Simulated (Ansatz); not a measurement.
This cell of TiB2 (AlB2 type, space group P6/mmm) is off equilibrium:

```
CELL_PARAMETERS angstrom
      3.02488     0.00000     0.00000
     -1.51244     2.61962     0.00000
      0.00000     0.00000     3.22383
ATOMIC_POSITIONS crystal
  Ti 0.00000 0.00000 0.00000
  B  0.33333 0.66667 0.50000
  B  0.60405 0.28749 0.46275
```

Level of theory: r2SCAN (plane waves to 500 eV, PAW, scalar-relativistic; Ansatz, a program for electronic structure). k mesh 14×14×12 (Γ-centred), Fermi-Dirac smearing 0.05 eV. The energy includes the smearing's −TS. Stress and pressure are positive under compression. With partly filled bands, energies and forces of such displacements shift with the k mesh and the smearing. The PAW data are Ansatz's earlier set. TiB2 is run without spin polarisation. TiB2 was relaxed with its symmetry unable to fall.

Task: What forces act on the atoms (eV/Å, Cartesian)?

Result: 
```tsv
atom	Fx	Fy	Fz
Ti1	-1.061	-0.914	-0.977
B2	-0.834	-1.497	-0.222
B3	1.895	2.411	1.199
```

Task: What is the stress tensor (GPa)?

Result: 
```
    3.6      0.6      1.9
    0.6      7.7      1.1
    1.9      1.1      2.1
```
The pressure, a third of the trace, is 4.5 GPa.

Task: In it atom 3 sits (-0.120, -0.120, -0.120) Å away from its relaxed site. What is its energy relative to the relaxed cell?

Result: 335 meV/cell.

(A displaced cell: forces are minus the slopes of the energy, force constants its curvatures, and phonons follow from these.)
